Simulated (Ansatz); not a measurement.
PbS:
Space group Fm-3m (No. 225); a = b = c = 6.0087 Å, α = β = γ = 90.00°

| atom | site | symmetry | x | y | z |
|---|---|---|---|---|---|
| Pb | 4a | m-3m | 0.0000 | 0.0000 | 0.0000 |
| S | 4b | m-3m | 0.5000 | 0.5000 | 0.5000 |
(The calculation used a cell of 2 atoms; values per cell refer to that cell.)

Relaxed with PBE.

Question: Decompose the optical modes at the zone centre into irreducible representations, and say which are infrared and Raman allowed.

Answer: Point group m-3m: Γ_opt = T1u. Infrared: T1u. Raman: none.

Question: Assign frequencies (DFPT, DFT-PBE in the program Ansatz with PAW potentials; without the LO–TO term).

Answer: T1u 37 cm⁻¹.

The cell was relaxed with PBE under the symmetry of its start; of distortions, only those at the zone centre were tested. Spin–orbit coupling is left out wherever it is not named.

Potentials: the later of the program's two PAW sets.
